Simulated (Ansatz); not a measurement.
Values for one crystal, relaxed and computed with plane-wave PAW r²SCAN (Ansatz code); other levels are named.

```yaml
volume_per_atom: 12.27 Å³
electronic_character: metallic (no gap)
Pressure derivative B′: 4.7
Density of states at the Fermi level: 0.74 states/eV per atom (mean over ±0.08 eV)
Formation energy from the elements (no fitted shifts): -1.08 eV/atom
Bulk modulus (Birch–Murnaghan fit): 206 GPa
```

Task: Which of these materials gives this?
(A) CaTiHO2, P4/mmm (Ca on 1d, Ti on 1a, O on 2f, H on 1b)
(B) TaSiO, P4/nmm (Ta on 2c, Si on 2a, O on 2c)
(C) MgTiNO, P4/nmm (Ti on 2c, N on 2c, Mg on 2c, O on 2c)
(D) Ta2SiN, P6_3/mmc (Si on 2d, Ta on 4f, N on 2a)

Result: B, TaSiO, P4/nmm (Ta on 2c, Si on 2a, O on 2c)

The start of the workflow was typed in or built on a structure type; neither database checked (COD, Materials Project) lists it. Its standing as an ambient phase is unchecked. The r²SCAN relaxation kept the symmetry of its start; whether a distortion lowers the energy is not shown. The run is not spin-polarised. The references are the lowest solids computed at this level, not always the standard phases (solids in place of the gases). Scalar-relativistic: spin–orbit coupling is off unless named, which matters more the heavier the elements.

Potentials: the earlier of the program's two PAW sets. The files were generated under PBE; for other functionals the program regenerates the frozen cores, and for LDA and PBEsol the local potential too.
